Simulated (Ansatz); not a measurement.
CdS:
Space group Fm-3m (No. 225); a = b = c = 5.453 Å, α = β = γ = 90.00°

```json
[
 {"atom": "Cd", "site": "4a", "symmetry": "m-3m", "x": "0.0000", "y": "0.0000", "z": "0.0000"},
 {"atom": "S", "site": "4b", "symmetry": "m-3m", "x": "0.5000", "y": "0.5000", "z": "0.5000"}
]
```
(The calculation used a cell of 2 atoms; values per cell refer to that cell.)

Relaxed with r²SCAN.

Task: Tabulate the valence density and the electron localisation function along the shortest Cd–S contact (2.73 Å), r²SCAN in the plane-wave PAW code Ansatz.

Result: 

```tsv
distance from Cd (Å)	density (e/Å³)	ELF
0.27	19.43	0.80
0.41	13.21	0.67
0.55	7.67	0.56
0.68	3.80	0.47
0.82	1.66	0.36
0.95	0.73	0.23
1.09	0.40	0.14
1.23	0.29	0.13
1.36	0.28	0.27
1.50	0.34	0.55
1.64	0.46	0.76
1.77	0.64	0.85
1.91	0.87	0.87
2.05	1.08	0.84
2.18	1.14	0.72
2.32	0.94	0.43
2.45	0.54	0.11
```

The density is the valence pseudo-density with augmentation charge, so density and ELF within about 1 Å of a nucleus are not all-electron values.

This is a known high-pressure phase of the composition, computed here at zero pressure and temperature. The cell was relaxed with r²SCAN under the symmetry of its start; phonons on a q-mesh show no instability.

Potentials: the later of the program's two PAW sets.
